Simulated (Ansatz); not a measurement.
input.yaml (Ansatz)

```yaml
crystal:
  lattice:
    - [0.0, 1.3983545946, 1.3983545946]
    - [1.3983545946, 0.0, 1.3983545946]
    - [1.3983545946, 1.3983545946, 0.0]
  atoms:
    - { symbol: B, position: [0.0, 0.0, 0.0] }
hamiltonian:
  xc: lda
  pseudopotentials:
    kind: paw
    azcp:
      B: "pseudopotentials/B.paw.azcp"
basis:
  ecutwfc: 420
  fft_grid_basis: typed
kpoints:
  mp_grid: { grid: [21, 21, 21], shift: [0, 0, 0] }
magnetization:
  spin_polarized: false
scf:
  occupations: { method: fermi_dirac, width: 0.1 }
  lower_state_search: "off"
output:
  stress: true
```

Terminal output

```
Warning: the record states the generating functional pbe (its physics header spells it `PBE`), which answers neither for hamiltonian.xc's functional nor for the lda family's — results may be inconsistent (PPs are generated against a specific XC)
Engine: ansatz 0.2.0, aarch64-unknown-linux-gnu
Pseudopotentials: kind: paw
Pseudopotential: B, paw, valence charge 3, recommended cutoff 420 eV (normal) 
Functional definition: SPW92
  exchange = slater_x
  correlation = pw_c
Crystal: 1 atoms, lattice volume = 5.469 Å³
Basis set: ecut = 420 eV, 113 PW (Γ)
Bands: 6, of which v1, the nominal top of the filled ones, is band 2 counted from 1 (1 counted from 0)
Symmetry: 48 space group operations
Space group: Fm-3m (ITA 225), of the structure as read, at distance tolerance 1.8e-5 Å
k-points: 286 of 9261
Non-local potential: B, projectors of the file, l = 0: 2, l = 1: 2, l = 2: 1
PAW form: soft (Blöchl's): semilocal exchange-correlation on the pseudo side does not see the compensation charge
PAW frozen core: B, regenerated for the run's functional, and the local potential with it (the file was generated under x = pbe(κ = 0.804, μ = 0.2195149727645171), c = pbe(β = 0.06672455060314922))
PAW one-centre angular grid: B, 110 points (default); XC on 64 Gauss nodes
Initial density: superposition of atomic densities (neutral atoms: chi_scale 0, normalization atom), corrected by the library's trained network
Initial wavefunctions: pseudopotential atomic-orbital guess
Functional: x = slater, c = lda
SCF iter   1: F=—  HF=-148.416537 eV  |F-HF|=—  |Δ(HF+E_count)|=         —  Δρ=7.60e-3  dr2=1.71e-3  ethr=1.77e-3  ⟨swp⟩=4.6  Hψ=12795  notcnv=0
SCF iter   2: F=—  HF=-148.415937 eV  |F-HF|=—  |Δ(HF+E_count)|=   6.00e-4  Δρ=3.34e-3  dr2=3.21e-4  ethr=5.69e-5  ⟨swp⟩=1.0  Hψ=4004  notcnv=0
SCF iter   3: F=—  HF=-148.415807 eV  |F-HF|=—  |Δ(HF+E_count)|=   1.30e-4  Δρ=1.49e-4  dr2=4.39e-7  ethr=1.07e-5  ⟨swp⟩=1.8  Hψ=1895  notcnv=0
SCF iter   4: F=—  HF=-148.415808 eV  |F-HF|=—  |Δ(HF+E_count)|=   2.06e-7  Δρ=9.60e-6  dr2=1.87e-9  ethr=1.46e-8  ⟨swp⟩=1.4  Hψ=1723  notcnv=0
iter 5 did not close the SCF: its close was put off for the readings that it lacked (scf_convergence_deferred on its scf_iter line)
SCF iter   5: F=-148.415808 eV  HF=-148.415808 eV  |F-HF|=8.24e-13  |Δ(HF+E_count)|=  1.85e-10  Δρ=8.04e-7  dr2=1.28e-11  ethr=6.23e-11  ⟨swp⟩=1.9  Hψ=1949  notcnv=0
SCF iter   6: F=-148.415808 eV  HF=-148.415808 eV  |F-HF|=5.68e-14  |Δ(HF+E_count)|=  3.27e-12  Δρ=1.34e-8  dr2=3.33e-15  ethr=1.00e-12  ⟨swp⟩=1.0  Hψ=4088  notcnv=0
SCF 1 converged in 6 iterations: F = -148.415808 eV  dr2 = 3.33e-15
SCF converged after 6 iterations
Free energy (F): -148.415808 eV
Harris-Foulkes:  -148.415808 eV  (|F-HF|=5.68e-14)
Internal energy: -148.408969 eV  (E = F + TS)
E sigma→0 (E₀):  -148.412388 eV
Entropy (-TS):   -0.006839 eV (-6.839 meV/atom)
Fermi energy:    15.544184 eV
--- Per-component energies (eV) ---
  E_band       = 21.017524
  E_kinetic    = 51.204397
  E_local      = -0.027937  (includes V_loc(G=0)·N_el)
  E_nonlocal   = 11.842675
  E_hartree    = 0.230846
  E_xc         = -33.059790
  E_vxc        = -39.489023  (∫ρ·V_xc dr)
  E_paw        = -72.415946  (= ΣΔE_a)
  E_vpaw       = -2.974278  (= ΣTr[D̂ρ^β])
  E_aug_tail   = -0.000002  (compensation charges beyond the density's cutoff)
  E_ewald      = -106.229046
  E_core_change = 0.045834  (= ΣΔE_core)
  E_smearing   = -0.006839  (= −TS)
  E_closure    = 0.000000  (closes the sum)
  Σ components = -148.415808   (vs F -148.415808, Δ=0.00e0)
--- Stress (GPa, compression-positive) ---
       12.948103      -0.000000       0.000000
        0.000000      12.948103       0.000000
       -0.000000      -0.000000      12.948103
  P = ⅓ Tr σ = 12.9481 GPa (129.481 kbar)
```
